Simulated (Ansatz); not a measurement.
## Notes on Hg2RhN3

```xyz
12
Lattice="5.5368 0.0000 0.0000 2.4876 5.2003 0.0000 2.4130 0.9690 5.9001" Properties=species:S:1:pos:R:3 pbc="T T T"
Hg    3.9772    1.0626    4.7488
Hg    6.4602    5.1067    1.1512
Hg    3.7854    4.2078    3.9575
Hg    6.6520    1.9615    1.9425
Rh    3.8242    3.0807    1.0837
Rh    6.6132    3.0886    4.8163
N     3.4225    4.6873    1.4107
N     7.0149    1.4820    4.4893
N     5.1337    3.1110    5.8552
N     5.3037    3.0584    0.0448
N     4.0458    2.1514    2.4320
N     6.3916    4.0179    3.4680
```

Method: PBE, no spin polarisation; PAW, plane waves to 420 eV, 4×4×3 (shifted by 0.5, 0.5, 0.5 steps) mesh, gaussian occupations (width 0.1409 eV) (Ansatz 0.2.0), atoms fixed.

(1) What happens at the Fermi level?

(2) Where is the largest force?

(3) Is the cell too large or too small?

(4) What do density and ELF say about some of the short contacts?

Origin: a known structure type with other elements, at an estimated volume, so it need not be a known compound. Caveats: many states at the Fermi level without spin polarisation, so a magnetic state may lie lower; the k mesh is coarse if the cell is a metal; atoms or cell far from equilibrium.

Answers

(1) It is a metal, with about 5.3 states/eV a cell as the mean within 0.25 eV of the Fermi level, mostly N p (49 %), Rh d (21 %) and Hg s (20 %).

(2) The largest is on N11 (and as large on other atoms): 6.31 eV/Å, components (1.29, -3.33, 5.20). It makes 175° with the line to a nearest neighbour, Rh5 at 1.65 Å, pointing away from it.

(3) The pressure is 32.5 GPa (compression positive), so with the atoms held at these fractions the cell would first expand; the forces are large, so a full relaxation may end otherwise. The principal stresses 23.9, 35.3, 38.3 GPa differ, so its shape would change too.

(4) Rh–N at 1.65 Å: least valence density 2.02 e/Å³ and ELF 0.53 there. Hg–N at 2.54 Å: least valence density 0.29 e/Å³ and ELF 0.15 there. These are pseudo-fields; inside the PAW spheres they differ from the all-electron ones.
